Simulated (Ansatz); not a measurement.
Ti₃IrC₂:
```xyz
12
Lattice="3.0111 0.0000 0.0000 -1.5055 2.6077 0.0000 0.0000 0.0000 18.1499" Properties=species:S:1:pos:R:3 pbc="T T T"
Ti     1.5055     0.8692     6.6288
Ti     0.0000     1.7384    11.5210
Ti     0.0000     1.7384    15.7037
Ti     1.5055     0.8692     2.4461
Ti     0.0000     0.0000     9.0749
Ti     0.0000     0.0000     0.0000
Ir     0.0000     0.0000    13.6124
Ir     0.0000     0.0000     4.5375
C      0.0000     1.7384     7.7783
C      1.5055     0.8692    10.3716
C      1.5055     0.8692    16.8532
C      0.0000     1.7384     1.2966
```

Relaxed with r²SCAN. Special points in fractions of this cell's reciprocal vectors: Γ (0.000, 0.000, 0.000); M (0.500, 0.000, 0.000); K (0.333, 0.333, 0.000); A (0.000, 0.000, 0.500); L (0.500, 0.000, 0.500); H (0.333, 0.333, 0.500).

### Question
List the band energies nearest the Fermi level at these points for r²SCAN (plane waves, PAW; program Ansatz).

### Answer
In eV from the Fermi level; about four levels below and three above (degenerate sets whole), none deeper than 8.9 eV; points with the same levels are listed once.

```tsv
k	below	above
Γ	-1.42 -1.42 -0.55 -0.55 -0.30	0.46 0.59 0.73
M	-1.58 -1.21 -0.39 -0.33	0.26 0.30 0.41 0.42
K	-2.64 -2.64 -0.49 -0.43	0.77 0.77 1.25
A	-0.88 -0.88 -0.88 -0.88	0.11 0.11 0.69 0.69
L	-1.43 -1.43 -0.36 -0.36	0.28 0.28 0.41 0.41
H	-2.63 -2.63 -0.46 -0.46	0.77 0.77 1.30 1.30
```

Space group P6_3/mmc. The start of the workflow was typed in or built on a structure type; neither database checked (COD, Materials Project) lists it. Its standing as an ambient phase is unchecked. The cell was relaxed with r²SCAN under the symmetry of its start; whether a distortion lowers the energy is not shown. The run is not spin-polarised. Spin–orbit coupling is left out wherever it is not named.

Potentials: the earlier of the program's two PAW sets.
